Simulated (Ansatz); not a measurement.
Computed with DFT PBE, scalar-relativistic, plane waves, PAW (Ansatz 0.2.0). All cells share a 420 eV cutoff and Γ-centred k meshes spaced at most about 0.3 Å⁻¹ (2π included). No spin polarisation in the final relaxations.

All energies are static (0 K, no zero-point motion).

Two forms of SrInCl3 were relaxed alike.

A.

Space group C2 (No. 5). a = 10.211 Å, b = 11.104 Å, c = 7.547 Å, α = 90.00°, β = 126.74°, γ = 90.00°
```csv
atom,site,symmetry,x,y,z
Sr,4c,1,0.7470,0.0496,0.4385
In,4c,1,0.2997,0.2995,0.0578
Cl,4c,1,0.9059,0.0646,0.2085
Cl,4c,1,0.7965,0.8108,0.6465
Cl,2a,2,0.5000,0.9504,0.0000
Cl,2b,2,0.5000,0.0994,0.5000
```

B.

Space group R-3c:H (No. 167). a = 8.222 Å, b = 8.222 Å, c = 18.252 Å, α = 90.00°, β = 90.00°, γ = 120.00°
| atom | site | symmetry | x | y | z |
| --- | --- | --- | --- | --- | --- |
| Sr | 6a | 32 | 0.3333 | 0.6667 | 0.4167 |
| In | 6b | -3. | 0.3333 | 0.6667 | 0.1667 |
| Cl | 18e | .2 | 0.6619 | 0.6619 | 0.2500 |

Question: Which is lower in energy, and by how much?

Answer: A is lower, by 142 meV/atom. A has space group C2 (No. 5), 34.3 Å³/atom and a gap of 3.25 eV on its mesh; B has space group R-3c (No. 167), 35.6 Å³/atom and a gap of 2.26 eV. Counting Cl atoms around In and Sr (those within 1.25 times the shortest such distance or 1.15 times the sum of covalent radii, 1.27 where that leaves under three; the shortest distance is added where it exceeds 1.18 times the sum of covalent radii), A has Sr 6, In 6 from 3.1 Å and B has Sr 3, In 6 from 3.1 Å. The denser one is the lower, and pressure would at first widen the difference. Both come from invented guesses.

Kohn–Sham gaps at this level usually fall short of measured ones. Cells relaxed within their symmetry can be saddle points. The C2 cell of SrInCl3 came from shaking the R-3c one.
